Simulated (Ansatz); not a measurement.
Li, DFT, PBEsol, all-electron LAPW, scalar-relativistic (Ansatz 0.2.0), run on 1 thread of Arm Neoverse V1 on a shared host.

Structure: COD 9011003, as refined from experiment and not relaxed. The listed cell was then made from it by scaling, straining or moving an atom.

Command: `ansatz run input.yaml --threads 1 --pin off --max-ram 3072MiB --backend cpu --events-out ev --progress --plain --runs-dir out`

```yaml
crystal:
  lattice:
    - [3.0798921301, 0.0, 0.0]
    - [-1.539946065, 2.6672648256, 0.0]
    - [0.0, 0.0, 5.093]
  atoms:
    - { symbol: Li, position: [0.3333333333, 0.6666666667, 0.25] }
    - { symbol: Li, position: [0.6666666667, 0.3333333333, 0.75] }
kpoints:
  mp_grid: { grid: [15, 15, 8] }
  band_path:
    path:
      - [0.0, 0.0, 0.0]
      - [0.5, 0.0, 0.0]
      - [0.3333333333, 0.3333333333, 0.0]
      - [0.0, 0.0, 0.0]
      - [0.0, 0.0, 0.5]
      - [0.5, 0.0, 0.5]
      - [0.3333333333, 0.3333333333, 0.5]
      - [0.0, 0.0, 0.5]
      - [0.5, 0.0, 0.5]
    npoints: 5
scf:
  occupations: { method: fermi_dirac, width: 0.08 }
hamiltonian:
  xc: pbesol
  pseudopotentials: { kind: all_electron, lapw: { basis_error: 0.0005 } }
output:
  forces: true
  stress: true
  eigenvalues: true
```

Task: How large is the problem that the program sets up?

Result: 135 irreducible k-points, 67 plane waves at Γ, 7 bands.

Task: Estimate the wall time and the peak memory.

Result: 3.2 s of wall time for 4 SCF iterations, with a peak of 0.21 GiB. Times on shared machines scatter by tens of per cent.
